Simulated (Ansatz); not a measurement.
TiN (rock salt), conventional cell a = b = c = 4.2467 Å, α = β = γ = 90.00°. The calculation uses the primitive cell of 2 atoms, to which meshes and values per cell refer.

The relaxed cell is deformed in two ways at once: its volume V is scaled, and at that volume it is stretched along z (the c axis of the conventional cell) so that c/a changes. Fractional atomic positions are held.

Level of theory: PBE (plane waves to 420 eV, PAW, scalar-relativistic; Ansatz, a first-principles code). k mesh 19×19×19 (Γ-centred), Fermi-Dirac smearing 0.05 eV. Stress and pressure are positive under compression. With partly filled bands, the response to shear is sensitive to the k mesh, so small differences along c/a are uncertain. The PAW data are Ansatz's earlier set. TiN is run without spin polarisation. TiN was relaxed with its symmetry unable to fall. 

### Question
Estimate the σxx (GPa) for all points of the grid V/V₀ = 0.960, 0.973, 0.987, 1.000, 1.013, 1.027, 1.040 by (c/a)/(c/a)₀ = 0.960, 0.973, 0.987, 1.000, 1.013, 1.027, 1.040.

### Answer
σxx (GPa), with V/V₀ across and (c/a)/(c/a)₀ down:

```csv
(c/a)/(c/a)₀ \ V/V₀,0.960,0.973,0.987,1.000,1.013,1.027,1.040
0.960,5.5,1.5,-2.1,-5.5,-8.7,-11.7,-14.4
0.973,7.7,3.6,-0.2,-3.7,-7.0,-10.1,-13.0
0.987,10.0,5.8,1.8,-1.9,-5.3,-8.5,-11.5
1.000,12.3,7.9,3.8,0.0,-3.6,-6.9,-10.0
1.013,14.8,10.2,6.0,2.0,-1.7,-5.1,-8.3
1.027,17.4,12.7,8.3,4.2,0.4,-3.2,-6.5
1.040,20.2,15.3,10.8,6.5,2.5,-1.2,-4.6
```

(A scan under strain: stresses follow from slopes of the energy per volume, elastic moduli from its curvatures.)
